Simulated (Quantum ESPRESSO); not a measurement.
Si2PO5N, input and log of a self-consistent run

Simulated, not a measurement. The program is pw.x of Quantum ESPRESSO 7.5 (plane-wave density functional theory). The cell is made up: 9 atoms on a quartz lattice, with randomly drawn elements, strain and displacements, not relaxed. PseudoDojo standard norm-conserving files (v0.5 for PBE, v0.4.1 for LDA and PBEsol) set the functional; there is no spin polarisation, spin-orbit coupling or dispersion term, and the masses in the input are unused placeholders.

Input:

```
&control calculation='scf', pseudo_dir='./dojo.nc.sr.pbe.v0_5.standard.upf', outdir='./o', disk_io='medium', tprnfor=.true., tstress=.true. /
&system ibrav=0, nat=9, ntyp=4, nbnd=30, ecutwfc=84.00895049, nosym=.true., tot_charge=0,
 occupations='smearing', smearing='fd', degauss=0.0018374661
/
&electrons conv_thr=7.350e-09, electron_maxstep=60, /
ATOMIC_SPECIES
N 1.0 N.upf
O 1.0 O.upf
P 1.0 P.upf
Si 1.0 Si.upf
CELL_PARAMETERS angstrom
4.9902 -0.0718 -0.04
-2.5573 4.3803 0.0164
-0.0438 -0.0046 5.3572
ATOMIC_POSITIONS angstrom
Si 2.2338 0.0138 3.4804
Si -1.2254 2.0729 1.8552
P 1.2014 2.304 -0.0012
O 1.3277 1.1498 4.1637
O 3.2975 0.5496 2.3363
N 2.7218 2.5282 0.5724
O 0.285 1.7795 1.1483
O -1.2011 3.3338 2.8823
O 0.6588 3.5781 4.6854
K_POINTS automatic
5 5 4 1 1 1
```

The log is shortened where brackets say so; the opening notice, blank lines, dates and the lines on written files are dropped, and the path of the files is cut. It prints rydbergs, bohrs and kilobars, and counts compression as positive stress. With no partly filled state, the Fermi energy that it prints is only some level between the filled and the empty states on the mesh, and need not lie in the true gap.

```
     Program PWSCF v.7.5
     Parallel version (MPI & OpenMP), running on       1 processor cores
     Number of MPI processes:                 1
     Threads/MPI process:                     1
     [start-up lines left out]
     bravais-lattice index     =            0
     lattice parameter (alat)  =       9.4314  a.u.
     unit-cell volume          =     783.5449 (a.u.)^3
     number of atoms/cell      =            9
     number of atomic types    =            4
     number of electrons       =        48.00
     number of Kohn-Sham states=           30
     kinetic-energy cutoff     =      84.0090  Ry
     charge density cutoff     =     336.0358  Ry
     scf convergence threshold =      7.3E-09
     mixing beta               =       0.7000
     number of iterations used =            8  plain     mixing
     Exchange-correlation= PBE
                           (   1   4   3   4   0   0   0)
     [axes and pseudopotential details left out]
   Cartesian axes
     site n.     atom                  positions (alat units)
         1        Si     tau(   1) = (   0.4475767   0.0027650   0.6973524  )
         2        Si     tau(   2) = (  -0.2455280   0.4153378   0.3717183  )
         3        P      tau(   3) = (   0.2407192   0.4616423  -0.0002404  )
         4        O      tau(   4) = (   0.2660254   0.2303804   0.8342622  )
         5        O      tau(   5) = (   0.6607055   0.1101209   0.4681141  )
         6        N      tau(   6) = (   0.5453551   0.5065643   0.1146893  )
         7        O      tau(   7) = (   0.0571042   0.3565506   0.2300798  )
         8        O      tau(   8) = (  -0.2406591   0.6679788   0.5775138  )
         9        O      tau(   9) = (   0.1320009   0.7169281   0.9387930  )
     number of k points=    50  Fermi-Dirac smearing, width (Ry)=  0.0018
                       cart. coord. in units 2pi/alat
        k(    1) = (   0.1034571   0.1738996   0.1174477), wk =   0.0400000
        k(    2) = (   0.1053273   0.1741194   0.3503683), wk =   0.0400000
     [further k points left out]
     Dense  grid:    81497 G-vectors     FFT dimensions: (  60,  60,  60)
     Estimated max dynamical RAM per process >     105.35 MB
     Initial potential from superposition of free atoms
     starting charge      47.9986, renormalised to      48.0000
     Starting wfcs are   36 randomized atomic wfcs
     total cpu time spent up to now is       13.5 secs
     per-process dynamical memory:    82.0 Mb
     Self-consistent Calculation
     iteration #  1     ecut=    84.01 Ry     beta= 0.70
     Davidson diagonalization with overlap
     ethr =  1.00E-02,  avg # of iterations =  3.0
     total cpu time spent up to now is       47.0 secs
     total energy              =    -216.40447613 Ry
     estimated scf accuracy    <       2.46104627 Ry
     iteration #  2     ecut=    84.01 Ry     beta= 0.70
     Davidson diagonalization with overlap
     ethr =  5.13E-03,  avg # of iterations =  3.0
     total cpu time spent up to now is       80.5 secs
     total energy              =    -217.11444467 Ry
     estimated scf accuracy    <       1.72630945 Ry
     iteration #  3     ecut=    84.01 Ry     beta= 0.70
     Davidson diagonalization with overlap
     ethr =  3.60E-03,  avg # of iterations =  2.0
     total cpu time spent up to now is      103.1 secs
     total energy              =    -217.41356144 Ry
     estimated scf accuracy    <       0.05337690 Ry
     iteration #  4     ecut=    84.01 Ry     beta= 0.70
     Davidson diagonalization with overlap
     ethr =  1.11E-04,  avg # of iterations =  9.3
     total cpu time spent up to now is      136.9 secs
     total energy              =    -217.43782322 Ry
     estimated scf accuracy    <       0.00530129 Ry
     iteration #  5     ecut=    84.01 Ry     beta= 0.70
     Davidson diagonalization with overlap
     ethr =  1.10E-05,  avg # of iterations =  7.5
     total cpu time spent up to now is      169.3 secs
     total energy              =    -217.43810375 Ry
     estimated scf accuracy    <       0.00148556 Ry
     [iterations 6 to 7 left out]
     iteration #  8     ecut=    84.01 Ry     beta= 0.70
     Davidson diagonalization with overlap
     ethr =  4.09E-08,  avg # of iterations =  3.5
     total cpu time spent up to now is      246.1 secs
     total energy              =    -217.43821582 Ry
     estimated scf accuracy    <       0.00000769 Ry
     iteration #  9     ecut=    84.01 Ry     beta= 0.70
     Davidson diagonalization with overlap
     ethr =  1.60E-08,  avg # of iterations =  1.3
     total cpu time spent up to now is      264.8 secs
     total energy              =    -217.43821532 Ry
     estimated scf accuracy    <       0.00000236 Ry
     iteration # 10     ecut=    84.01 Ry     beta= 0.70
     Davidson diagonalization with overlap
     ethr =  4.91E-09,  avg # of iterations =  2.0
     total cpu time spent up to now is      288.2 secs
     total energy              =    -217.43821588 Ry
     estimated scf accuracy    <       0.00000002 Ry
     iteration # 11     ecut=    84.01 Ry     beta= 0.70
     Davidson diagonalization with overlap
     ethr =  4.55E-11,  avg # of iterations =  5.0
     total cpu time spent up to now is      319.5 secs
     total energy              =    -217.43821588 Ry
     estimated scf accuracy    <       0.00000007 Ry
     iteration # 12     ecut=    84.01 Ry     beta= 0.70
     Davidson diagonalization with overlap
     ethr =  4.55E-11,  avg # of iterations =  3.0
     total cpu time spent up to now is      346.0 secs
     End of self-consistent calculation
          k = 0.1035 0.1739 0.1174 ( 10193 PWs)   bands (ev):
   -17.6565 -16.3399 -15.9690 -15.5560 -15.2281  -9.5163  -7.1298  -5.8409
    -4.2273  -3.7806  -3.1268  -2.0476  -0.8821  -0.7326  -0.3756  -0.0657
     0.2964   0.5184   0.7979   1.1388   1.4240   1.6366   4.1383   4.6041
     8.2589  10.5424  10.9182  11.2728  11.7216  12.5388
     [levels at the other k points left out]
     the Fermi energy is     7.1322 ev
!    total energy              =    -217.43821589 Ry
     estimated scf accuracy    <          3.5E-09 Ry
     smearing contrib. (-TS)   =      -0.00000000 Ry
     internal energy E=F+TS    =    -217.43821589 Ry
     The total energy is F=E-TS. E is the sum of the following terms:
     one-electron contribution =     -96.99406040 Ry
     hartree contribution      =      73.71301110 Ry
     xc contribution           =     -59.18417058 Ry
     ewald contribution        =    -134.97299601 Ry
     convergence has been achieved in  12 iterations
     Forces acting on atoms (cartesian axes, Ry/au):
     atom    1 type  4   force =     0.14661268    0.06804657    0.08763823
     atom    2 type  4   force =    -0.08261273    0.03771122   -0.14908682
     atom    3 type  3   force =     0.24992657   -0.02908683    0.06169853
     atom    4 type  2   force =    -0.05628180    0.05422786    0.03710734
     atom    5 type  2   force =    -0.01210822   -0.01544000    0.08037055
     atom    6 type  1   force =    -0.08481791   -0.02084866   -0.02629152
     atom    7 type  2   force =    -0.03200493    0.00023222   -0.00070449
     atom    8 type  2   force =    -0.07477001   -0.13650845   -0.04625157
     atom    9 type  2   force =    -0.05394364    0.04166606   -0.04448024
     Total force =     0.433658     Total SCF correction =     0.000068
     Computing stress (Cartesian axis) and pressure
          total   stress  (Ry/bohr**3)                   (kbar)     P=      -15.66
  -0.00035954   0.00049856   0.00010611          -52.89       73.34       15.61
   0.00049856   0.00023319   0.00014243           73.34       34.30       20.95
   0.00010611   0.00014243  -0.00019299           15.61       20.95      -28.39
     init_run     :     11.43s CPU     13.36s WALL (       1 calls)
     electrons    :    316.53s CPU    332.54s WALL (       1 calls)
     forces       :      4.76s CPU      4.81s WALL (       1 calls)
     stress       :     15.33s CPU     15.42s WALL (       1 calls)
     [timing details left out]
     PWSCF        :   5m48.22s CPU   6m 6.50s WALL
     JOB DONE.
```

In other units: free energy -2958.398 eV for the cell, pressure -1.57 GPa, largest force component 6.426 eV/Å. A rerun of the same cell at another strain at a cutoff of 1437 eV and k mesh 7 x 7 x 6 moved values by no more than 0.003 eV in energy, 0.03 GPa in stress and 0.002 eV/Å in force.